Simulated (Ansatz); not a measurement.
Starting cell, Sb (A7 type, space group R-3m):

```xyz
2
Lattice="2.1342 1.2322 3.5726 -2.1342 1.2322 3.5726 0.0000 -2.4644 3.5726" Properties=species:S:1:pos:R:3 pbc="T T T"
Sb     0.0000     0.0000     2.5605
Sb     0.0000     0.0000     8.1572
```

In this cell atom 2 (Sb, nearest neighbour Sb at 2.910 Å; its periodic images, 4.3 Å or more away, move with it) is moved by s along Cartesian x, unit vector (1.000, 0.000, 0.000); all other atoms and the cell stay fixed.

Calculation: PBEsol-D3(BJ) (plane waves to 420 eV, PAW, scalar-relativistic; Ansatz, a first-principles code). k mesh 11×11×11 (Γ-centred), Fermi-Dirac smearing 0.05 eV. Energies are smeared free energies. With partly filled bands, energies and forces of such displacements shift with the k mesh and the smearing. Sb was relaxed with its symmetry unable to fall. Spin-orbit coupling is left out, though Sb is heavy. ΔE is measured from the undisplaced structure. The last digit holds for this mesh only.

| s (Å) | ΔE (meV/cell) |
|---|---|
| -0.580 | 596.5 |
| -0.464 | 318.1 |
| -0.348 | withheld |
| -0.232 | 48.8 |
| -0.116 | 9.7 |
| 0.000 | 0.0 |
| 0.116 | 9.7 |
| 0.232 | 48.8 |
| 0.348 | withheld |
| 0.464 | 318.1 |
| 0.580 | 596.5 |

### Question
Fit an even polynomial form (powers 2, 4, 6) to the given rows and predict ΔE at s = 0.348.

### Answer
Least squares on the 9 given rows: ΔE = (670.1)·s² + (4588)·s⁴ + (-3892)·s⁶, in meV/cell with s in Å; root-mean-square residual 0.07 meV/cell. At 0.348 the fit gives 141.5 meV/cell; the calculation gives 142.7 meV/cell, so the interpolation is off by -1.2 (-0.8 %). The quadratic term alone would give 81.2 meV/cell.

(For displaced atoms, the force is minus the slope of the energy, and its curvature is a force constant, which sets phonon frequencies.)
